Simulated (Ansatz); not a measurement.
Ti3Al (D019 type, space group P6_3/mmc)

```
CELL_PARAMETERS angstrom
      5.74737     0.00000     0.00000
     -2.87369     4.97737     0.00000
      0.00000     0.00000     4.63190
ATOMIC_POSITIONS crystal
  Ti 0.82982 0.65964 0.25000
  Ti 0.17018 0.82982 0.75000
  Ti 0.34036 0.17018 0.25000
  Ti 0.17018 0.34036 0.75000
  Ti 0.82982 0.17018 0.25000
  Ti 0.65964 0.82982 0.75000
  Al 0.33333 0.66667 0.25000
  Al 0.66667 0.33333 0.75000
```

This relaxed cell (volume V₀) is scaled evenly in all directions, its shape held. The atoms relax within the cell's symmetry.

The numbers are results of r2SCAN (plane waves to 500 eV, PAW, scalar-relativistic; Ansatz, a quantum-chemistry and plane-wave program), not measurements. k mesh 10×10×10 (Γ-centred), Fermi-Dirac smearing 0.05 eV. E stands for the smeared free energy. Stress and pressure are positive under compression. The PAW data are Ansatz's earlier set. Ti3Al is run without spin polarisation. Ti3Al was relaxed with its symmetry unable to fall. ΔE is measured from the relaxed starting cell.

**Question.** Predict the ΔE (eV/atom) and P (GPa) at V/V₀ = 0.970, 0.990, 1.020, 1.050, 1.060.

**Answer.** 
```
V/V₀   ΔE (eV/atom)  P (GPa)
-----  ------------  -------
0.970         0.006      3.9
0.990         0.001      1.2
1.020         0.002     -2.3
1.050         0.015     -5.4
1.060         0.021     -6.3
```

(Under strain, the slope of the energy per volume gives the stress and its curvature an elastic modulus.)
